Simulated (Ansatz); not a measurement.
Structure: an ordered 8-atom cell of Ga4SbAs3 on the wurtzite lattice (Cm), at its r2SCAN minimum. Space group Cm (No. 8), monoclinic; a = 15.191 Å, b = 4.082 Å, c = 7.059 Å, β = 117.6° in the conventional setting, 24.24 Å³ an atom. As has 4 Ga at 2.47–2.51 Å; As has 4 Ga at 2.44–2.51 Å; Ga has 3 As at 2.47 Å and 1 Sb at 2.60 Å; Ga has 4 As at 2.50–2.51 Å; As has 4 Ga at 2.46–2.50 Å; Sb has 4 Ga at 2.57–2.61 Å; Ga has 2 As at 2.44–2.46 Å and 2 Sb at 2.57 Å; Ga has 3 As at 2.47–2.48 Å and 1 Sb at 2.61 Å.

```yaml
crystal:
  lattice:
    - [7.59534, -2.04097, 0.03577]
    - [7.59534, 2.04097, 0.03577]
    - [-3.30489, 0.00000, 6.23805]
  atoms:
    - { symbol: As, position: [0.00393, 0.00393, 0.67133] }
    - { symbol: As, position: [0.75000, 0.75000, 0.08518] }
    - { symbol: Ga, position: [0.18743, 0.18743, 0.86507] }
    - { symbol: Ga, position: [0.93667, 0.93667, 0.27282] }
    - { symbol: As, position: [0.49667, 0.49667, 0.16401] }
    - { symbol: Sb, position: [0.25079, 0.25079, 0.58114] }
    - { symbol: Ga, position: [0.67965, 0.67965, 0.33406] }
    - { symbol: Ga, position: [0.44488, 0.44488, 0.77639] }
```

3 runs of the plane-wave code Ansatz on this cell differ in the functional (and in the settings that go with it). Levels are in eV from each run's valence top; v1 is the last filled band, c1 the first empty one.

Run A, mean stress +2.5 GPa (compression positive):
```
point     v4     v3     v2     v1    c1    c2
    Γ  -1.36  -0.33  -0.19  -0.06  0.01  0.44
    C  -2.68  -2.62  -2.24  -2.03  1.99  2.07
   Y₂  -1.12  -1.11  -0.58  -0.38  0.74  0.88
```

Run B, mean stress +0.4 GPa (compression positive):
```
point     v4     v3     v2     v1    c1    c2
    Γ  -1.50  -0.34  -0.07   0.00  0.56  1.12
    C  -2.92  -2.84  -2.41  -2.17  2.65  2.75
   Y₂  -1.24  -1.21  -0.63  -0.42  1.46  1.48
```

Run C, mean stress 0.0 GPa (compression positive):
```
point     v4     v3     v2     v1    c1    c2
    Γ  -1.44  -0.36  -0.08   0.00  0.18  0.75
    C  -2.80  -2.73  -2.33  -2.11  2.27  2.36
   Y₂  -1.20  -1.18  -0.61  -0.39  1.06  1.12
```

Task: Match the runs to PBE, r2SCAN, HSE06.

Result: A is PBE, B is HSE06, C is r2SCAN. In order of the gap: PBE 0.01, r2SCAN 0.18, HSE06 0.56 eV. The stress vanishes for r2SCAN, which relaxed the cell.

No spin polarisation. The prototype was imposed, so other structures may be more stable.

Spin-orbit coupling is left out, which matters wherever the heavy atoms make up the band edges.

The stress of a hybrid is loosely converged in these runs.

Gaps or overlaps of about a tenth of an eV are at the limit of these meshes: between the points read a gap can be smaller or closed.

The meshes of the hybrids are coarse, so their gaps aren't converged to the digits shown.
